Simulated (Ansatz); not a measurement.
**Structures of Cd$_{2}$In: which is lowest?**

Plane-wave DFT in Ansatz with scalar-relativistic PAW potentials, cutoff 420 eV, Γ-centred meshes chosen by cell and gap, Gaussian smearing with energies taken to zero width. Every cell was relaxed (cell and atoms) in a run of its own, within the symmetry of its start. Functional: PBE.

Relaxed structures (starts from databases or built by putting these elements on another compound's sites):
A. P4_2/mnm, 6 atoms in the computed cell, a = 7.649 Å, c = 3.306 Å; sites (symmetry × multiplicity) Cd m.2m × 4, In m.mm × 2; start: built
B. I4/mmm, 3 atoms in the computed cell, a = 4.088 Å, c = 8.982 Å; sites (symmetry × multiplicity) Cd 4mm × 4, In 4/mmm × 2; start: built
C. I4/mmm, 3 atoms in the computed cell, a = 4.892 Å, c = 6.910 Å; sites (symmetry × multiplicity) Cd -4m2 × 4, In 4/mmm × 2; start: built

Question: Rank them by energy. Could pressure change the order?

Answer:
| structure | group | E − E(lowest) (meV/atom) | V (Å³/atom) | gap on mesh (eV) |
| --- | --- | --- | --- | --- |
| B | I4/mmm | 0.0 | 25.01 | 0.00 |
| C | I4/mmm | 29.3 | 27.56 | 0.00 |
| A | P4_2/mnm | 142 | 32.23 | 0.00 |

B is lowest, 29 meV/atom under C. The lowest is also the densest of these, so pressure wouldn't bring one of the others in at first order. Other structures may lie lower than all of these, and vibrations aren't counted.